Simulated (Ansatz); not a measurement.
SiC2:
```yaml
crystal:
  lattice:
    - [3.15636, 0.00000, 0.00000]
    - [0.00000, 3.15636, 0.00000]
    - [0.00000, 0.00000, 6.86964]
  atoms:
    - { symbol: Si, position: [0.00000, 0.00000, 0.25000] }
    - { symbol: Si, position: [0.00000, 0.00000, 0.75000] }
    - { symbol: C, position: [0.00000, 0.50000, 0.09918] }
    - { symbol: C, position: [0.50000, 0.00000, 0.59918] }
    - { symbol: C, position: [0.00000, 0.50000, 0.90082] }
    - { symbol: C, position: [0.50000, 0.00000, 0.40082] }
```

Relaxed with PBEsol. Special points in fractions of this cell's reciprocal vectors: Γ (0.000, 0.000, 0.000); X (0.000, 0.500, 0.000); M (0.500, 0.500, 0.000); Z (0.000, 0.000, 0.500); R (0.000, 0.500, 0.500); A (0.500, 0.500, 0.500).

Q: List the band energies nearest the Fermi level at these points for the program Ansatz at the PBEsol level (PAW).

A: In eV from the Fermi level; about four levels below and three above (degenerate sets whole), none deeper than 8.9 eV; points with the same levels are listed once.

| k | below | above |
|---|---|---|
| Γ | -1.85 -1.85 -0.99 -0.99 | 1.24 3.42 3.85 3.85 |
| X | -3.28 -3.27 -1.45 -0.14 | 0.47 3.65 3.86 |
| M | -4.96 -3.11 -1.15 -0.97 | 3.43 3.43 3.84 |
| Z | -4.24 -4.24 -2.65 -2.65 | 0.31 0.31 1.80 1.80 |
| R | -3.81 -1.92 -1.44 -0.19 | 1.37 3.61 4.03 |
| A | -4.33 -4.33 -3.50 -3.50 | 1.36 1.36 2.50 2.50 |

Space group P4_2/mmc. The start of the workflow was typed in or built on a structure type; neither database checked (COD, Materials Project) lists it. Its standing as an ambient phase is unchecked. The cell was relaxed with PBEsol under the symmetry of its start; whether a distortion lowers the energy is not shown. Its formation energy is positive at this level, so the cell may be metastable or incomplete.

Potentials: the earlier of the program's two PAW sets. The files were generated under PBE; for other functionals the program regenerates the frozen cores, and for LDA and PBEsol the local potential too.
